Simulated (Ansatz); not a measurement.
**Bands of TaAs**

```
Ta As
1.0
    -1.72181    1.72181    5.86794
     1.72181   -1.72181    5.86794
     1.72181    1.72181   -5.86794
Ta As
2 2
Direct
  0.24997 0.74997 0.50000
  0.49997 0.49997 0.00000
  0.83263 0.33263 0.50000
  0.08263 0.08263 0.00000
```

Atom numbers follow the list: Ta1, Ta2, As3, As4.

The cell is the one relaxed in the Materials Project (mp-1936), not relaxed further here; entries there can be hypothetical.

No spin–orbit coupling, which matters for the heavy atoms here.

Method: DFT, LDA, all-electron LAPW, scalar-relativistic (Ansatz 0.2.0).

Settings: a Γ-centred 15×15×15 k mesh, Fermi–Dirac smearing of 0.08 eV, basis error target 1 meV/atom, no spin polarisation.

Points in fractions of the reciprocal vectors of this cell: Γ (0, 0, 0), X (0, 0, 0.5), P (0.25, 0.25, 0.25), N (0, 0.5, 0), M (0.5, 0.5, -0.5), S (0.272, 0.728, -0.272), S0 (-0.272, 0.272, 0.272). The path joins them by straight lines in the order Γ–X–P–N–Γ–M–S–S0–Γ; legs that retrace an earlier one aren't tabulated. Energies are in eV from the Fermi level.

(1) Metal or insulator at this level of theory?

(2) Tabulate bands 63 to 69, counted from the lowest band of the run, along the path.

Answers

(1) No gap opens: metallic or semimetallic.

(2) 
```json
{"k (1/Å)": "0.00", "point": "Γ", "band 63": "-2.29", "band 64": "-1.92", "band 65": "-1.59", "band 66": "-1.59", "band 67": "0.93", "band 68": "1.58", "band 69": "2.34"}
{"k (1/Å)": "0.32", "point": "", "band 63": "-2.83", "band 64": "-1.93", "band 65": "-1.22", "band 66": "-1.08", "band 67": "0.40", "band 68": "0.80", "band 69": "2.48"}
{"k (1/Å)": "0.65", "point": "", "band 63": "-3.59", "band 64": "-2.02", "band 65": "-0.91", "band 66": "-0.64", "band 67": "0.13", "band 68": "1.09", "band 69": "1.83"}
{"k (1/Å)": "0.97", "point": "", "band 63": "-3.78", "band 64": "-2.95", "band 65": "-1.23", "band 66": "-0.69", "band 67": "1.46", "band 68": "2.22", "band 69": "2.32"}
{"k (1/Å)": "1.29", "point": "X", "band 63": "-3.14", "band 64": "-3.14", "band 65": "-1.04", "band 66": "-1.04", "band 67": "2.80", "band 68": "2.80", "band 69": "3.06"}
{"k (1/Å)": "1.36", "point": "", "band 63": "-3.15", "band 64": "-3.15", "band 65": "-1.04", "band 66": "-1.04", "band 67": "2.80", "band 68": "2.80", "band 69": "3.06"}
{"k (1/Å)": "1.42", "point": "", "band 63": "-3.15", "band 64": "-3.15", "band 65": "-1.04", "band 66": "-1.04", "band 67": "2.80", "band 68": "2.80", "band 69": "3.06"}
{"k (1/Å)": "1.49", "point": "", "band 63": "-3.16", "band 64": "-3.16", "band 65": "-1.03", "band 66": "-1.03", "band 67": "2.81", "band 68": "2.81", "band 69": "3.05"}
{"k (1/Å)": "1.56", "point": "P", "band 63": "-3.16", "band 64": "-3.16", "band 65": "-1.03", "band 66": "-1.03", "band 67": "2.81", "band 68": "2.81", "band 69": "3.05"}
{"k (1/Å)": "1.79", "point": "", "band 63": "-3.18", "band 64": "-3.13", "band 65": "-1.26", "band 66": "-0.87", "band 67": "1.99", "band 68": "2.67", "band 69": "2.76"}
{"k (1/Å)": "2.01", "point": "", "band 63": "-3.04", "band 64": "-2.89", "band 65": "-1.21", "band 66": "-1.01", "band 67": "1.16", "band 68": "2.40", "band 69": "2.65"}
{"k (1/Å)": "2.24", "point": "", "band 63": "-2.59", "band 64": "-2.54", "band 65": "-1.40", "band 66": "-0.74", "band 67": "0.77", "band 68": "1.47", "band 69": "2.49"}
{"k (1/Å)": "2.47", "point": "N", "band 63": "-2.40", "band 64": "-2.25", "band 65": "-1.54", "band 66": "-0.25", "band 67": "0.15", "band 68": "1.38", "band 69": "2.24"}
{"k (1/Å)": "2.71", "point": "", "band 63": "-2.28", "band 64": "-2.04", "band 65": "-1.59", "band 66": "-0.33", "band 67": "0.18", "band 68": "1.34", "band 69": "1.74"}
{"k (1/Å)": "2.95", "point": "", "band 63": "-1.98", "band 64": "-1.94", "band 65": "-1.78", "band 66": "-0.68", "band 67": "0.36", "band 68": "1.17", "band 69": "1.48"}
{"k (1/Å)": "3.18", "point": "", "band 63": "-2.19", "band 64": "-1.96", "band 65": "-1.67", "band 66": "-1.27", "band 67": "0.68", "band 68": "1.28", "band 69": "2.15"}
{"k (1/Å)": "3.42", "point": "Γ", "band 63": "-2.29", "band 64": "-1.92", "band 65": "-1.59", "band 66": "-1.59", "band 67": "0.93", "band 68": "1.58", "band 69": "2.34"}
{"k (1/Å)": "3.55", "point": "", "band 63": "-2.37", "band 64": "-1.97", "band 65": "-1.46", "band 66": "-1.46", "band 67": "0.95", "band 68": "1.55", "band 69": "2.52"}
{"k (1/Å)": "3.69", "point": "", "band 63": "-2.55", "band 64": "-2.22", "band 65": "-1.19", "band 66": "-1.19", "band 67": "1.02", "band 68": "1.48", "band 69": "2.54"}
{"k (1/Å)": "3.82", "point": "", "band 63": "-2.71", "band 64": "-2.57", "band 65": "-0.95", "band 66": "-0.95", "band 67": "1.12", "band 68": "1.36", "band 69": "2.39"}
{"k (1/Å)": "3.96", "point": "M", "band 63": "-2.74", "band 64": "-2.74", "band 65": "-0.86", "band 66": "-0.86", "band 67": "1.24", "band 68": "1.24", "band 69": "2.28"}
{"k (1/Å)": "4.16", "point": "", "band 63": "-2.80", "band 64": "-2.25", "band 65": "-1.39", "band 66": "-0.60", "band 67": "0.80", "band 68": "1.85", "band 69": "1.89"}
{"k (1/Å)": "4.37", "point": "", "band 63": "-2.77", "band 64": "-2.10", "band 65": "-1.81", "band 66": "0.11", "band 67": "0.12", "band 68": "1.20", "band 69": "2.15"}
{"k (1/Å)": "4.58", "point": "", "band 63": "-3.03", "band 64": "-2.34", "band 65": "-1.63", "band 66": "-0.20", "band 67": "0.55", "band 68": "1.22", "band 69": "2.00"}
{"k (1/Å)": "4.79", "point": "S", "band 63": "-2.38", "band 64": "-2.37", "band 65": "-1.70", "band 66": "-0.07", "band 67": "0.09", "band 68": "1.71", "band 69": "2.13"}
{"k (1/Å)": "4.93", "point": "", "band 63": "-2.39", "band 64": "-2.27", "band 65": "-1.64", "band 66": "-0.10", "band 67": "0.04", "band 68": "1.53", "band 69": "2.22"}
{"k (1/Å)": "5.07", "point": "", "band 63": "-2.40", "band 64": "-2.25", "band 65": "-1.54", "band 66": "-0.25", "band 67": "0.15", "band 68": "1.38", "band 69": "2.24"}
{"k (1/Å)": "5.21", "point": "", "band 63": "-2.39", "band 64": "-2.27", "band 65": "-1.64", "band 66": "-0.10", "band 67": "0.04", "band 68": "1.53", "band 69": "2.22"}
{"k (1/Å)": "5.35", "point": "S0", "band 63": "-2.38", "band 64": "-2.37", "band 65": "-1.70", "band 66": "-0.07", "band 67": "0.09", "band 68": "1.71", "band 69": "2.13"}
{"k (1/Å)": "5.60", "point": "", "band 63": "-2.28", "band 64": "-1.80", "band 65": "-1.52", "band 66": "-0.53", "band 67": "0.23", "band 68": "1.30", "band 69": "1.98"}
{"k (1/Å)": "5.84", "point": "", "band 63": "-1.99", "band 64": "-1.73", "band 65": "-1.63", "band 66": "-0.81", "band 67": "0.38", "band 68": "1.06", "band 69": "1.47"}
{"k (1/Å)": "6.09", "point": "", "band 63": "-2.13", "band 64": "-1.93", "band 65": "-1.69", "band 66": "-1.27", "band 67": "0.63", "band 68": "1.25", "band 69": "2.09"}
{"k (1/Å)": "6.34", "point": "Γ", "band 63": "-2.29", "band 64": "-1.92", "band 65": "-1.59", "band 66": "-1.59", "band 67": "0.93", "band 68": "1.58", "band 69": "2.34"}
```
